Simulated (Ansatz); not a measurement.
Q: GaRu$_{3}$C (anti-perovskite, Pm-3m) is relaxed with the program Ansatz at the r²SCAN level (PAW). What lattice parameters of the conventional cell result?

A: a = 3.997 Å.

Q: Is it a metal or does it have a gap at this level?

A: No gap at this level.

The start of the workflow was typed in or built on a structure type; neither database checked (COD, Materials Project) lists it. Whether it is the stable phase at ambient conditions was not checked. Symmetry was held in the r²SCAN relaxation; whether a distortion lowers the energy is not shown. No spin polarisation was allowed. Spin–orbit coupling is left out wherever it is not named.

Potentials: the earlier of the program's two PAW sets.
